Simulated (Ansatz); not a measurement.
17O NMR of the central transition in Na2Be2O3

Cell: a computed structure from the Materials Project (it need not be an observed phase) whose atoms were relaxed with PBE, the cell held.

Space group P2_1/c (No. 14); a = 4.9619, b = 7.2688, c = 5.7545 Å, β = 108.69°.

| site | Wyckoff | site symmetry | x | y | z |
| --- | --- | --- | --- | --- | --- |
| Na | 4e | 1 | 0.2671 | 0.3615 | 0.8902 |
| Be | 4e | 1 | 0.2974 | 0.5171 | 0.4890 |
| O9 | 2a | -1 | 0.0000 | 0.5000 | 0.5000 |
| O11 | 4e | 1 | 0.4236 | 0.0615 | 0.7913 |

One atom of each set is listed.

Method: Kohn–Sham DFT in Ansatz, PBE, plane waves and PAW, scalar-relativistic, 420 eV cutoff, Γ-centred 5×3×4 k-points, Fermi–Dirac smearing 0.02 eV.

17O has I = 5/2 and Q = -25.58 mb (Pyykkö 2018); at 9.4 T its Larmor frequency is ν₀ = 54.3 MHz. Only the quadrupole interaction is simulated: positions count from each site's isotropic chemical shift, and J coupling is left out, as are shift anisotropy and dipolar coupling, which fast spinning averages.

(1) Give C_Q, η, the quadrupolar product P_Q = |C_Q|(1 + η²/3)^½, the second-order isotropic shift and the breadth of the pattern (fast magic-angle spinning) for each O site.

Answers

(1) 

```json
{"site": "O9", "first shell": "2 Be at 1.50 Å, angle 180°; also 4 Na at 2.43–3.10 Å", "C_Q (MHz)": "2.68", "η": "0.20", "P_Q (MHz)": "2.70", "δ_QIS (ppm)": "-14.8", "breadth (kHz)": "1.82"}
{"site": "O11", "first shell": "2 Be at 1.57–1.58 Å, angle 78°; also 3 Na at 2.26–2.57 Å", "C_Q (MHz)": "-0.669", "η": "0.31", "P_Q (MHz)": "0.680", "δ_QIS (ppm)": "-0.940", "breadth (kHz)": "0.117"}
```

δ_QIS = −(ν_Q²/30ν₀²)[I(I+1) − 3/4](1 + η²/3) × 10⁶ ppm with ν_Q = 3|C_Q|/[2I(2I−1)]; it falls as 1/B₀² in ppm, and the breadth as 1/B₀ in kHz.
